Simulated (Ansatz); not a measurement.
Compressing Nb2AlC: a fit and a missing row

Nb2AlC, P6_3/mmc, a = 3.104 Å, c = 13.957 Å. The structure is a Materials Project entry; whether it is the stable form wasn't checked. Ansatz: r2SCAN, PAW, 500 eV, Γ-centred 12×12×4 mesh on 8 atoms, Gaussian smearing 0.10 eV; no spin polarisation. Shape and atoms are relaxed at each volume; pressure is positive in compression.

```tsv
V (Å³/atom)	P (GPa)
12.807	?
13.243	21.64
13.680	13.25
14.117	6.10
14.553	-0.01
14.990	-5.18
15.426	-9.54
16.009	-14.30
```

Task: Take V0 = 14.553 Å³/atom, count pressures from its P0 = -0.01 GPa, fit the third-order Birch–Murnaghan form to the other rows, and predict the missing pressure.

Result: With the Eulerian strain f = ½[(V0/V)^(2/3) − 1] and y = (P − P0)/[3f(1 + 2f)^(5/2)], the form is the line y = B0 + 1.5 B0 (B0′ − 4) f. Rows (f, y): 0.03245, 190.0; 0.02105, 189.4; 0.01024, 189.1; -0.00977, 185.3; -0.01905, 183.8; -0.03080, 181.3. Means f = 0.0006867, y = 186.48; Σ(Δf)² = 0.003005, ΣΔfΔy = 0.4246; the slope is their ratio. y = 186.4 + 141.3 f GPa, so B0 = 186.4 GPa and B0′ = 4 + 2 × (141.3)/(3 × 186.4) = 4.51. At V = 12.807, f = 0.04447, y = 192.68 and P = 31.80 GPa. The run gave 31.43 GPa, so the fit is 0.37 GPa too high, 0.81 % of the span of the series, against an rms of 0.05 GPa on the fitted rows. The row lies outside the fitted range. The points of y bend away from a line: a fourth-order term fitted to them gives P = 31.38 GPa at this row's volume (the line 31.80, the run 31.43).

Cost: 8 runs of about 29 core-minutes in all, on Oxide Virtual Turin-like Processor (Zen 5) (shared hosts).